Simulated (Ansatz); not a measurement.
## Rocksalt alloy of LiH and LiF (8 of 32 H sites exchanged), 64 atoms

Method: Ansatz, DFT, PBEsol, PAW, plane waves.

Command:

```sh
ansatz run in.yaml --threads 7 --pin off --max-ram 13300MiB --runs-dir r --events-out ev --progress --plain
```

The input less its lattice and atoms:

```yaml
crystal:
  symmetry: { detect: false }
kpoints:
  mp_grid: { grid: [1, 1, 1], shift: [0.25, 0.25, 0.25] }
hamiltonian:
  xc: pbesol
scf:
  occupations: { method: fermi_dirac, width: 0.01 }
relax:
  f_tol: 0.03
  max_steps: 80
  escape_saddle: false
  adjacent_minimum: "off"
  cell: { fix: [shape] }
output:
  forces: true
  eigenvalues: true
  populations: true
```

Start:

```
F H Li
1.0
     7.97375    0.00000    0.00000
     0.00000    7.97375    0.00000
     0.00000    0.00000    7.97375
F H Li
8 24 32
Direct
  0.24980 0.99830 0.99775
  0.25372 0.99901 0.49839
  0.25001 0.49972 0.99658
  0.49933 0.74892 0.00595
  0.49761 0.99778 0.74759
  0.50491 0.50096 0.74633
  0.24865 0.24620 0.75126
  0.24899 0.75034 0.75243
  0.24959 0.50039 0.50325
  0.74912 0.99495 0.99933
  0.74951 0.00057 0.49833
  0.75146 0.49697 0.00023
  0.75197 0.50185 0.49879
  0.99896 0.24866 0.99968
  0.00079 0.25362 0.50273
  0.99767 0.74916 0.00324
  0.00130 0.74748 0.49513
  0.50199 0.24785 0.00107
  0.50020 0.24547 0.50260
  0.50161 0.75163 0.49515
  0.99976 0.99885 0.25225
  0.00112 0.00279 0.75306
  0.00272 0.50115 0.24575
  0.00121 0.50305 0.75333
  0.50208 0.99985 0.25324
  0.49782 0.50360 0.24720
  0.25183 0.25370 0.25229
  0.24501 0.74388 0.24877
  0.74887 0.24810 0.25147
  0.75444 0.25248 0.74864
  0.74970 0.74861 0.24842
  0.75082 0.75229 0.74913
  0.99807 0.00400 0.99584
  0.00076 0.99915 0.50217
  0.99714 0.50206 0.00130
  0.00021 0.49855 0.49692
  0.49717 0.00225 0.99853
  0.50321 0.00229 0.50238
  0.49922 0.50004 0.00328
  0.50042 0.49941 0.49610
  0.25010 0.25150 0.00230
  0.24446 0.24719 0.50227
  0.25081 0.74786 0.00063
  0.24633 0.75226 0.50226
  0.75004 0.24881 0.99534
  0.75250 0.24938 0.50049
  0.74892 0.74676 0.99931
  0.74855 0.75178 0.49676
  0.24942 0.00211 0.25246
  0.25399 0.99900 0.75131
  0.25009 0.49353 0.24751
  0.25103 0.49473 0.74948
  0.75564 0.99584 0.25572
  0.75078 0.00235 0.75455
  0.74873 0.49831 0.24487
  0.74777 0.50228 0.75172
  0.00291 0.25236 0.25133
  0.99998 0.24806 0.75352
  0.00159 0.74993 0.25169
  0.99661 0.74618 0.75284
  0.50405 0.24835 0.25334
  0.50320 0.25482 0.74971
  0.50089 0.75092 0.24439
  0.50033 0.74964 0.74634
```

Steps:

| step | energy less the first (eV) | largest force component (eV/Å) | pressure (GPa) |
| --- | --- | --- | --- |
| start | 0.000 | 0.323 | 0.37 |
| 1 | -0.058 | 0.195 | 0.11 |
| 2 | -0.150 | 0.016 | -0.07 |
| 3 | -0.153 | 0.004 | 0.01 |
| 4 | -0.160 | 0.004 | 0.03 |

A structure on the way, about -0.06 eV from the start:

```xyz
64
Lattice="7.9861 0.0000 0.0000 0.0000 7.9861 0.0000 0.0000 0.0000 7.9861" Properties=species:S:1:pos:R:3 pbc="T T T"
F     2.0183    7.9777    7.9805
F     2.0022    7.9762    3.9877
F     2.0112    3.9901    7.9630
F     3.9948    5.9841    0.0418
F     3.9780    7.9633    5.9753
F     4.0133    3.9909    5.9838
F     1.9913    1.9834    5.9897
F     2.0065    6.0006    5.9976
H     1.9817    3.9635    3.9657
H     6.0292    0.0584    7.9520
H     6.0150    7.9800    3.9658
H     5.9988    4.0087    0.0269
H     5.9913    3.9682    3.9861
H     7.9664    1.9755    0.0112
H     0.0000    1.9980    3.9621
H     7.9417    5.9694    7.9781
H     7.9705    5.9952    3.9819
H     4.0355    2.0115    0.0062
H     4.0469    2.0248    3.9557
H     4.0328    5.9709    3.9719
H     7.9611    0.0094    2.0018
H     7.9268    7.9848    5.9754
H     7.9723    3.9483    2.0108
H     7.9290    3.9822    5.9866
H     3.9899    0.0133    1.9892
H     4.0205    3.9377    2.0248
H     1.9609    2.0187    1.9934
H     1.9897    6.0123    2.0145
H     5.9825    2.0339    2.0220
H     6.0027    1.9618    6.0271
H     6.0160    6.0022    2.0238
H     6.0292    5.9607    5.9973
Li    0.0160    7.9762    7.9768
Li    7.9768    7.9732    3.9874
Li    7.9841    3.9970    0.0112
Li    7.9656    3.9994    3.9941
Li    3.9920    0.0109    7.9777
Li    3.9955    0.0094    4.0088
Li    3.9939    4.0027    0.0375
Li    3.9923    3.9996    3.9900
Li    2.0011    2.0076    0.0014
Li    1.9820    1.9725    4.0047
Li    2.0093    5.9772    7.9823
Li    1.9832    6.0019    4.0021
Li    6.0065    2.0184    0.0427
Li    6.0155    1.9941    3.9976
Li    5.9865    6.0244    0.0272
Li    6.0020    5.9650    3.9827
Li    1.9905    0.0007    2.0218
Li    2.0269    0.0020    6.0066
Li    1.9964    4.0000    1.9809
Li    1.9902    3.9687    5.9874
Li    5.9858    0.0181    1.9859
Li    5.9887    7.9610    5.9849
Li    6.0064    4.0081    2.0209
Li    5.9589    3.9770    5.9909
Li    7.9418    1.9908    1.9887
Li    0.0053    1.9942    5.9906
Li    0.0140    5.9721    1.9906
Li    0.0026    5.9574    5.9933
Li    4.0145    1.9719    1.9970
Li    4.0103    2.0228    5.9738
Li    4.0083    5.9835    1.9600
Li    4.0033    5.9804    5.9694
```

End:

```
F H Li
1.0
     7.98926    0.00000    0.00000
     0.00000    7.98926    0.00000
     0.00000    0.00000    7.98926
F H Li
8 24 32
Direct
  0.25042 0.99973 0.00006
  0.25010 0.99994 0.50114
  0.25021 0.49980 0.99948
  0.50009 0.74981 0.99959
  0.50044 0.99964 0.75018
  0.49986 0.49972 0.75010
  0.25105 0.24947 0.75075
  0.24997 0.74988 0.74995
  0.24908 0.49932 0.49773
  0.75223 0.00014 0.00114
  0.75164 0.00026 0.49877
  0.75159 0.49880 0.00102
  0.75105 0.49934 0.49896
  0.99817 0.24979 0.00168
  0.99860 0.25050 0.49907
  0.99732 0.74927 0.00150
  0.99807 0.74874 0.49856
  0.50381 0.24999 0.00326
  0.50306 0.25047 0.49795
  0.50247 0.74910 0.49723
  0.99878 0.00002 0.25038
  0.99679 0.00002 0.74979
  0.99896 0.49934 0.25061
  0.99777 0.49942 0.74901
  0.50214 0.00018 0.25105
  0.50139 0.49891 0.25127
  0.24989 0.25056 0.25114
  0.24889 0.74920 0.25177
  0.75107 0.25029 0.25073
  0.75202 0.25016 0.74985
  0.75127 0.74888 0.25092
  0.75288 0.74943 0.74884
  0.00011 0.99979 0.00111
  0.99971 0.99966 0.49928
  0.99971 0.49945 0.00100
  0.99886 0.49975 0.49877
  0.49988 0.99861 0.99977
  0.50042 0.99999 0.50028
  0.50004 0.50062 0.99989
  0.50135 0.49922 0.49949
  0.24966 0.24970 0.99995
  0.24921 0.24866 0.50045
  0.25046 0.74970 0.99954
  0.24900 0.75080 0.50026
  0.75126 0.24982 0.00151
  0.75143 0.24999 0.49879
  0.75033 0.74956 0.00112
  0.75155 0.74941 0.49872
  0.24996 0.00016 0.25089
  0.25091 0.00005 0.75006
  0.24966 0.49920 0.24956
  0.25082 0.49934 0.75055
  0.75095 0.00037 0.25087
  0.74988 0.00029 0.74951
  0.75091 0.49891 0.25065
  0.74962 0.49909 0.74949
  0.99840 0.25043 0.25088
  0.99935 0.25039 0.74950
  0.99832 0.74891 0.25051
  0.99933 0.74905 0.74959
  0.50252 0.25050 0.25029
  0.50068 0.25021 0.75006
  0.50202 0.74889 0.24959
  0.50006 0.74918 0.75062
```

Self-consistency was reached.

Time: 16 s of wall time on 7 threads of a Neoverse-V2 processor, on a host shared with other runs; peak host memory 0.91 GiB.

Question: How much energy did the relaxation gain, and which atom moved most?

Answer: 0.16 eV in 4 steps, from a start with small random displacements; atom 53 (Li) moved 0.06 Å, the median atom 0.03 Å (drift of the whole cell removed).
